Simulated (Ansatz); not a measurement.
InAs:
```yaml
crystal:
  lattice:
    - [0.00000, 3.05416, 3.05416]
    - [3.05416, 0.00000, 3.05416]
    - [3.05416, 3.05416, 0.00000]
  atoms:
    - { symbol: As, position: [0.75000, 0.75000, 0.75000] }
    - { symbol: In, position: [0.00000, 0.00000, 0.00000] }
```

Relaxed with r²SCAN. Special points in fractions of this cell's reciprocal vectors: Γ (0.000, 0.000, 0.000); X (0.500, 0.000, 0.500); U (0.625, 0.250, 0.625); K (0.375, 0.375, 0.750); L (0.500, 0.500, 0.500); W (0.500, 0.250, 0.750).

Question: List the band energies nearest the valence-band maximum at these points for the program Ansatz at the r²SCAN level (PAW).

Answer: In eV from the valence-band maximum; about four levels below and three above (degenerate sets whole), none deeper than 8.9 eV; points with the same levels are listed once.

```json
[
 {"k": "Γ", "below": "0.00 0.00 0.00", "above": "0.08 4.26 4.26 4.26"},
 {"k": "X", "below": "-5.80 -2.29 -2.29", "above": "1.88 2.35 9.63"},
 {"k": "U", "below": "-5.66 -3.21 -1.92", "above": "2.43 4.56 7.74"},
 {"k": "L", "below": "-5.72 -0.97 -0.97", "above": "1.25 5.03 5.03"},
 {"k": "W", "below": "-5.65 -2.90 -2.80", "above": "4.46 4.58 5.41"}
]
```

Space group F-43m (zinc blende). The r²SCAN relaxation kept the symmetry of its start; phonons on a q-mesh show no instability. Scalar-relativistic: spin–orbit coupling is off unless named, which matters more the heavier the elements.

Potentials: the later of the program's two PAW sets.
